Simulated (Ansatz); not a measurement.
BP in space group Pm-3n (No. 223; B on 6d, P on 6c), the program Ansatz at the PBE level (PAW). The conduction-band minimum lies on the Γ–X line, 85 % of the way from Γ, with 6 equivalent valleys. Second derivatives d²E/dk² of the lowest band at one valley (eV·Å²), along Cartesian directions:

```csv
direction,d²E/dk²
[100],21.46
[010],21.46
[001],11.87
[110],21.46
[101],16.67
[011],16.67
```

**Question.** Find the principal effective masses, the density-of-states mass and the conductivity mass.

**Answer.** Off-diagonal terms follow from H_xy = H[110] − (H_xx + H_yy)/2, and m*/mₑ = 7.620 eV·Å² over each eigenvalue: 0.36, 0.36, 0.64. One valley's DOS mass (m₁m₂m₃)^(1/3) = 0.43, conductivity mass 3/(Σ 1/mᵢ) = 0.42 mₑ.

**Question.** What effective density of states Nc follows at 300 K for parabolic valleys?

**Answer.** Nc = 2.509e19 × 6 × (0.43)^(3/2) ≈ 4.2e19 cm⁻³.

The start of the workflow was typed in or built on a structure type; neither database checked (COD, Materials Project) lists it. It is not the phase usual at ambient conditions (space group No. 216). The cell was relaxed with PBE under the symmetry of its start; whether a distortion lowers the energy is not shown.

Potentials: the earlier of the program's two PAW sets.

Edges and masses are those of Kohn–Sham bands, whose gap is no quasiparticle gap.
